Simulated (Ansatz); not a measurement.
The relaxed structure here is a generated cell of GeS: the first start was made by placing the elements on the sites of a structure type, and the end was not matched to a known phase here, so it may be hypothetical.

One stationary structure of GeS. Space group F-43m (No. 216), zinc blende type. All values below come from PBEsol (plane waves to 420 eV, PAW, scalar-relativistic; Ansatz, a program for electronic structure).

```xyz
2
Lattice="0.0000 2.9940 2.9940 2.9940 0.0000 2.9940 2.9940 2.9940 0.0000" Properties=species:S:1:pos:R:3 pbc="T T T"
S      4.4910     4.4910     4.4910
Ge     0.0000     0.0000     0.0000
```

```yaml
volume_per_atom: 26.84 Å³
band_gap: no gap (metallic)
shortest_distances: Ge–S 2.59 Å
k-mesh: 13×13×13
```

Band energies at high-symmetry points (eV from the Fermi level; labels of this space group; no spin-orbit coupling), from −5 eV up to 5.0 eV:

```
point                           energies
-----  ---------------------------------
Γ       -2.77 -2.77 -2.77 1.40 1.40 1.40
X      -4.27 -4.27 -0.91 -0.15 4.99 4.99
U       -4.89 -4.02 -0.63 1.36 3.98 4.10
K       -4.89 -4.02 -0.63 1.36 3.98 4.10
L       -3.40 -3.40 -2.47 2.29 2.29 4.01
W        -4.70 -4.57 0.11 2.08 2.27 4.12
```

No spin polarisation in the result.

The run could not lose the symmetry of its start: the end is stationary, and may be a saddle point rather than a minimum.

All atoms sit on sites fixed by symmetry, so only the cell could relax.
